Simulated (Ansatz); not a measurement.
## Strain and the gap of NaSrI3 (cubic perovskite)

NaSrI3 built on the cubic perovskite prototype, relaxed with r2SCAN in the plane-wave code Ansatz. The symmetry is Pm-3m (No. 221, cubic); conventional cell a = 6.398 Å, 52.37 Å³ an atom. Around Sr lie 6 I at 3.20 Å; around I lie 2 Sr at 3.20 Å.

The axes x, y and z are those of this cell:
```
Na Sr I
1.0
     6.39769    0.00000    0.00000
     0.00000    6.39769    0.00000
     0.00000    0.00000    6.39769
Na Sr I
1 1 3
Direct
  0.00000 0.00000 0.00000
  0.50000 0.50000 0.50000
  0.50000 0.50000 0.00000
  0.50000 0.00000 0.50000
  0.00000 0.50000 0.50000
```

Unstrained: The PBE gap is indirect, 2.392 eV (R to Γ), below the direct gap of 2.670 eV at Γ. r2SCAN gives an indirect gap of 3.097 eV, from R to Γ; the least direct gap is 3.386 eV at Γ. With HSE06 the valence top lies at R and the conduction bottom at Γ, 3.336 eV higher; the smallest vertical gap, at Γ, is 3.639 eV. Meshes: PBE 4×4×4, r2SCAN 4×4×4, HSE06 2×2×2. Strains are changes of length per length. After each strain the atoms were relaxed again with r2SCAN within the symmetry that the strain leaves, so tilts or polar shifts that break it weren't tested; points keep the names that they have in the unstrained zone. Simulation only: spin-unpolarised, and no claim that this is the phase found in nature.

Changes of the least gap in eV (an overlap counts as a negative gap):
```tsv
strain	volume change (%)	space group	PBE	r2SCAN	HSE06	energy rise, r2SCAN (meV/atom)
epitaxial +2.0 % in the xy plane, free normal strain -0.46 %	+3.6	P4/mmm	-0.015	-0.004	-0.012	4.5
isotropic +1.5 % on every length	+4.6	Pm-3m	-0.006	+0.008	-0.001	4.4
uniaxial +4.0 % along x	+4.0	P4/mmm	-0.048	-0.037	-0.045	7.7
epitaxial +2.5 % in the xy plane, free normal strain -0.58 %	+4.5	P4/mmm	-0.018	-0.005	-0.014	7.0
```

Epitaxial +2.0 % in the xy plane, free normal strain -0.46 %. HSE06: the gap goes from 3.336 to 3.324 eV (-0.012 eV). Stress change with r2SCAN, compression positive: xx -0.66, yy -0.66, zz 0.00 GPa.

Isotropic +1.5 % on every length. HSE06: the gap goes from 3.336 to 3.335 eV (-0.001 eV). Stress change with r2SCAN, compression positive: xx -0.57, yy -0.57, zz -0.57 GPa. For HSE06, dE_g/d ln V = 0.0 eV over this step.

Uniaxial +4.0 % along x, other directions held. HSE06: the gap goes from 3.336 to 3.291 eV (-0.045 eV). Stress change with r2SCAN, compression positive: xx -1.08, yy -0.15, zz -0.15 GPa.

Epitaxial +2.5 % in the xy plane, free normal strain -0.58 %. HSE06: the gap goes from 3.336 to 3.322 eV (-0.014 eV). Stress change with r2SCAN, compression positive: xx -0.80, yy -0.80, zz +0.01 GPa.

Spin-orbit coupling is left out, which matters wherever the heavy atoms make up the band edges.

The meshes of the hybrids are coarse, so their gaps aren't converged to the digits shown.
